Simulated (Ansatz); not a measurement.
A geometry of TiSi2 away from equilibrium: step 4 of the relaxation of a relaxed TiSi2 cell displaced along its unstable phonon at q = (½, ½, 0) of its primitive reciprocal cell (59i cm⁻¹), largest move 0.15 Å. These are PBEsol (plane waves to 420 eV, PAW, scalar-relativistic; Ansatz, a program for electronic structure) values and carry that method's errors. Γ-centred k-mesh 7×7×7 on the run's cell (coarser than for final values), Fermi–Dirac smearing 0.05 eV. The plane waves were selected for a different cell earlier on the path.

```xyz
12
Lattice="6.0214 -6.3225 0.0000 6.0214 0.0000 0.0000 0.0000 0.0000 4.8080" Properties=species:S:1:pos:R:3 pbc="T T T"
Ti     3.0107    -1.2474     3.0956
Ti     6.0214    -4.4087     4.1164
Ti     9.0321    -5.0750     0.6916
Ti     6.0214    -1.9138     1.7124
Si     7.2462    -6.6581    -0.0994
Si     4.2355    -2.8257     0.0994
Si    10.8179    -5.9869     2.3046
Si     7.8073    -3.4968     2.5033
Si     7.2462    -5.9869     2.3046
Si     4.2355    -3.4968     2.5033
Si    10.8179    -6.6581    -0.0994
Si     7.8073    -2.8257     0.0994
```

Q: What forces act on the atoms (eV/Å)?

A: 
| atom | Fx | Fy | Fz |
|---|---|---|---|
| Ti1 | 0.00 | 0.06 | -0.17 |
| Ti2 | 0.00 | 0.06 | 0.17 |
| Ti3 | 0.00 | -0.06 | -0.17 |
| Ti4 | 0.00 | -0.06 | 0.17 |
| Si5 | -0.13 | -0.37 | 0.11 |
| Si6 | -0.13 | 0.37 | -0.11 |
| Si7 | 0.13 | 0.37 | 0.11 |
| Si8 | 0.13 | -0.37 | -0.11 |
| Si9 | -0.13 | 0.37 | 0.11 |
| Si10 | -0.13 | -0.37 | -0.11 |
| Si11 | 0.13 | -0.37 | 0.11 |
| Si12 | 0.13 | 0.37 | -0.11 |

The path ends in Imma (No. 74). No spin polarisation in the result.

The run could not lose the symmetry of its start: the end is stationary, and may be a saddle point rather than a minimum.

Of the parent cell (Cmcm (No. 63)): The first start was generated by placing the elements on the sites of a structure type. Materials Project lists a structure of TiSi2 in the same space group, Cmcm (No. 63); the sites were not compared with it, nor with measured phases.

The end of the path is a generated cell of TiSi2: the first start was made by placing the elements on the sites of a structure type, and the end was not matched to a known phase here, so it may be hypothetical. Known forms of TiSi2 include space group No. 63, 70.
